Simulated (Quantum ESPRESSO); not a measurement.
Kohn-Sham bands of AgBr (rock salt)

```
CELL_PARAMETERS angstrom
      0.00000     2.89217     2.89217
      2.89217     0.00000     2.89217
      2.89217     2.89217     0.00000
ATOMIC_POSITIONS crystal
  Ag 0.00000 0.00000 0.00000
  Br 0.50000 0.50000 0.50000
```

Cell from Materials Project (mp-23231), symmetrised, no further relaxation. COD (Crystallography Open Database) has an entry of this formula and space group (matched by these alone). Level: PBEsol, no spin polarisation, no spin-orbit coupling; pw.x of Quantum ESPRESSO at 66 Ry with PseudoDojo potentials, 10×10×10 k-points, Wannier90. Density: 10×10×10 mesh, Gaussian smearing 0.01 Ry. Spin-orbit coupling, left out, would split the p-like bands by a few tenths of an eV.

Energies are relative to the valence-band maximum; weights are on the orthonormalised atomic waves of the pseudopotential files, averaged over the group. 26 electrons a cell are treated as valence.

| bands | from (eV) | to (eV) | filling | weight on atomic waves |
|---|---|---|---|---|
| 1 | -90.02 | -90.02 | filled | … |
| 2–4 | -53.57 | -53.56 | filled | … |
| 5 | -14.97 | -14.48 | filled | … |
| 6–13 | -5.15 | 0.00 | filled | … |

Which atomic shells make up each group?


- 1, weight on atomic waves: Ag 4s 100 %
- 2–4, weight on atomic waves: Ag 4p 100 %
- 5, weight on atomic waves: Br 4s 94 %, Ag 5s 5 %
- 6–13, weight on atomic waves: Ag 4d 62 %, Br 4p 34 %

The Kohn-Sham gap over both meshes and the path is 0.51 eV.
